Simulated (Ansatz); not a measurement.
Profile along the Ga–Pt line in Ga2Pt (fluorite type, space group Fm-3m)

Ga₂Pt (fluorite type, space group Fm-3m)

```yaml
crystal:
  lattice:
    - [0.00000, 2.96744, 2.96744]
    - [2.96744, 0.00000, 2.96744]
    - [2.96744, 2.96744, 0.00000]
  atoms:
    - { symbol: Ga, position: [0.75000, 0.75000, 0.75000] }
    - { symbol: Ga, position: [0.25000, 0.25000, 0.25000] }
    - { symbol: Pt, position: [0.00000, 0.00000, 0.00000] }
```

Fields along a shortest Ga–Pt line of a {110} plane (2.57 Å), from Ga to Pt, interpolated on the slice's grid (step about 0.2 Å). Method: r2SCAN (plane waves to 500 eV, PAW, scalar-relativistic; Ansatz, a program for electronic structure). k mesh 14×14×14. Inside the PAW spheres the values are not all-electron values, and peaks at nuclei hang on which shells count as valence. Ga2Pt is run without spin polarisation. Ga2Pt was relaxed with its symmetry unable to fall. Spin-orbit coupling is left out, though Pt is heavy. This is a high-temperature form of Ga2Pt.

| distance from Ga (Å) | valence electron density (e/Å³) | electron localisation function |
|---|---|---|
| 0.00 | 47.93 | x |
| 0.26 | 25.30 | x |
| 0.51 | 3.82 | 0.09 |
| 0.77 | 0.77 | 0.24 |
| 1.03 | 0.42 | 0.32 |
| 1.28 | 0.44 | 0.39 |
| 1.54 | 0.79 | 0.33 |
| 1.80 | 2.48 | 0.47 |
| 2.06 | 6.63 | 0.64 |
| 2.31 | 10.64 | x |
| 2.57 | 11.98 | x |

x: too close to a nucleus for the ELF to mean much.

Density on the Ga–Pt line (2.57 Å) at its density minimum, 1.2 Å from Ga: 0.40 e/Å³. ELF at that point: 0.4.
